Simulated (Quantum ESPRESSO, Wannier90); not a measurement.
**Wannier functions of InAs (zinc blende)**

Materials Project entry mp-20305; symmetrised, unrelaxed at this level. COD (Crystallography Open Database) has an entry of this formula and space group (matched by these alone). Computed values, not measurements, from PBEsol: Quantum ESPRESSO (norm-conserving PseudoDojo potentials, cutoff 68 Ry, spinors with spin-orbit coupling) on a Γ-centred 6×6×6 mesh, then Wannier90. Density: 10×10×10 mesh, cold smearing 0.01 Ry. With spin-orbit coupling a semilocal functional can close or falsely invert a small gap; the band order was not checked against a better method.

On the energy scale of pw.x, whose zero is arbitrary, the Fermi level lies at 7.66 eV.

Isolated groups of bands, relative to the Fermi level (bands from 23 on overlap up to the last one computed):

| bands | from (eV) | to (eV) | filling | weight on atomic waves |
|---|---|---|---|---|
| 1–4 | -35.59 | -35.58 | filled | As 3d 100 % |
| 5–10 | -34.87 | -34.85 | filled | As 3d 100 % |
| 11–14 | -14.95 | -14.83 | filled | In 4d 98 % |
| 15–20 | -14.18 | -13.96 | filled | In 4d 98 % |
| 21–22 | -11.80 | -9.85 | filled | As 4s 63 %, In 5p 21 %, In 5s 10 % |

Input w.win:

```
num_bands = 30
num_wann = 16
exclude_bands = 1-20
spinors = true
num_iter = 1000
conv_tol = 1.0e-6
conv_window = 4
dis_num_iter = 1000
dis_conv_tol = 1.0e-6
dis_froz_max = 1.50
write_hr = true
write_u_matrices = true
begin projections
f=0.24647,0.25691,0.25837: s;p
f=-0.01409,0.00598,0.00479: s;p
end projections
begin unit_cell_cart
ang
    0.0000000000    3.0535600000    3.0535600000
    3.0535600000    0.0000000000    3.0535600000
    3.0535600000    3.0535600000    0.0000000000
end unit_cell_cart
begin atoms_frac
In   0.2500000000  0.2500000000  0.2500000000
As   0.0000000000  0.0000000000  0.0000000000
end atoms_frac
mp_grid = 6 6 6
begin kpoints
0.0000000000 0.0000000000 0.0000000000
0.0000000000 0.0000000000 0.1666666667
0.0000000000 0.0000000000 0.3333333333
... (213 more lines: the 6x6x6 mesh through Gamma)
end kpoints
```

The run ends without an error message, but its bands miss those of pw.x by 181 meV rms and 0.87 eV at worst (states up to 1.0 eV relative to the Fermi level).

Problem. What is the mistake?

Solution. Window typed relative to the reference level, not as an absolute energy. With that mended (16 functions from bands 21-50 of the 50 computed, start hydrogen-like In: s;p; As: s;p, centres 0.05 Å off the atoms, frozen window up to 1.50 eV relative to the Fermi level, outer window open) the misfit is 7.1 meV rms.
